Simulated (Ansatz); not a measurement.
Relaxation of a relaxed Ir cell displaced along its unstable phonon at q = (½, 0, 0) of its primitive reciprocal cell (42i cm⁻¹), largest move 0.15 Å; 2 atoms in the cell, which starts as Pmma (No. 51), oP2; a = 5.081 Å, b = 2.541 Å, c = 2.541 Å, α = 90.00°, β = 90.00°, γ = 90.00°. The numbers are results of PBEsol (plane waves to 420 eV, PAW, scalar-relativistic; Ansatz, a first-principles code), not measurements. Γ-centred k-mesh 7×13×13 on the run's cell (coarser than for final values), Fermi–Dirac smearing 0.05 eV. This is the first round of the run. 

The optimiser's lines from the output (shortened; P is positive under compression):

```
relax step   1: F+E_penalty+E_count = -23595.91231678 eV  Δ(F+E_penalty+E_count) = +0.000e0 eV  max|allowed force component| = 2.588e-1 eV/Å  Δτ_max = 0.0000 Å  P = -0.859 GPa  Ω = 32.795 Å³  (6 SCF iters, dr2 threshold 1.00e-7 eV, accepted)
relax step   2: F+E_penalty+E_count = -23596.10709028 eV  Δ(F+E_penalty+E_count) = -1.948e-1 eV  max|allowed force component| = 9.022e-1 eV/Å  Δτ_max = 0.1519 Å  P = +0.473 GPa  Ω = 32.138 Å³  (6 SCF iters, dr2 threshold 2.00e-7 eV, accepted)
relax step   3: F+E_penalty+E_count = -23596.63324230 eV  Δ(F+E_penalty+E_count) = -5.262e-1 eV  max|allowed force component| = 8.494e-1 eV/Å  Δτ_max = 0.1952 Å  P = -3.745 GPa  Ω = 31.463 Å³  (6 SCF iters, dr2 threshold 2.00e-7 eV, accepted)
relax step   4: F+E_penalty+E_count = -23596.82217235 eV  Δ(F+E_penalty+E_count) = -1.889e-1 eV  max|allowed force component| = 9.727e-2 eV/Å  Δτ_max = 0.1280 Å  P = +6.288 GPa  Ω = 30.175 Å³  (6 SCF iters, dr2 threshold 2.00e-7 eV, accepted)
relax step   5: F+E_penalty+E_count = -23596.82614259 eV  Δ(F+E_penalty+E_count) = -3.970e-3 eV  max|allowed force component| = 3.788e-2 eV/Å  Δτ_max = 0.0148 Å  P = -5.066 GPa  Ω = 31.230 Å³  (6 SCF iters, dr2 threshold 2.00e-7 eV, accepted)
relax step   6: F+E_penalty+E_count = -23596.83508305 eV  Δ(F+E_penalty+E_count) = -8.940e-3 eV  max|allowed force component| = 7.590e-4 eV/Å  Δτ_max = 0.0049 Å  P = +0.031 GPa  Ω = 30.720 Å³  (6 SCF iters, dr2 threshold 2.00e-7 eV, accepted)
relax step   7: F+E_penalty+E_count = -23596.83510149 eV  Δ(F+E_penalty+E_count) = -1.844e-5 eV  max|allowed force component| = 1.136e-5 eV/Å  Δτ_max = 0.0001 Å  P = -0.002 GPa  Ω = 30.721 Å³  (6 SCF iters, dr2 threshold 1.29e-7 eV, accepted)
relax step   8: F+E_penalty+E_count = -23596.83510175 eV  Δ(F+E_penalty+E_count) = -2.591e-7 eV  max|allowed force component| = 1.365e-5 eV/Å  Δτ_max = 0.0000 Å  P = -0.000 GPa  Ω = 30.720 Å³  (7 SCF iters, dr2 threshold 1.09e-9 eV, accepted)
relax step   9: F+E_penalty+E_count = -23596.83396562 eV  Δ(F+E_penalty+E_count) = +1.136e-3 eV  max|allowed force component| = 1.366e-5 eV/Å  Δτ_max = 0.0000 Å  P = +0.011 GPa  Ω = 30.720 Å³  stress off target by 2.43e-2 GPa  SCF on the basis re-selected at this cell (its energy is not comparable with the rows above)  (6 SCF iters)
relax step  10: F+E_penalty+E_count = -23596.83396530 eV  Δ(F+E_penalty+E_count) = +3.173e-7 eV  max|allowed force component| = 1.559e-5 eV/Å  Δτ_max = 0.0000 Å  P = +0.000 GPa  Ω = 30.721 Å³  (6 SCF iters, dr2 threshold 1.47e-9 eV, accepted)
relax step  11: F+E_penalty+E_count = -23596.83396563 eV  Δ(F+E_penalty+E_count) = -3.253e-7 eV  max|allowed force component| = 1.559e-5 eV/Å  Δτ_max = 0.0000 Å  P = +0.000 GPa  Ω = 30.721 Å³  stress off target by 1.68e-4 GPa  SCF on the basis re-selected at this cell (its energy is not comparable with the rows above)  (8 SCF iters)
```

From the first to the last row the energy changes by -0.46 eV/atom and the volume by -6.3 %. The last row is marked as not comparable with the walk above it, whose basis was carried along; it does compare with step 1, since both stand on a basis selected at the nominal cutoff for their own cell.

Later rounds, restarted from the end of this one on a renewed k-mesh, logged 11 more steps. The final structure after all rounds: P6/mmm (No. 191), hP1, AFLOW prototype A_hP1_191_a (A_f, as in Sn); a = b = 2.6292 Å, c = 2.5660 Å, α = β = 90.00°, γ = 120.00°. Between re-selections the logged energies stand on a plane-wave basis carried along with the cell. No spin polarisation in the result.

The run could not lose the symmetry of its start: the end is stationary, and may be a saddle point rather than a minimum.

The relaxed structure here is a generated cell of Ir: the first start was made by placing the elements on the sites of a structure type, and the end was not matched to a known phase here, so it may be hypothetical. Known forms of Ir include space group No. 225.
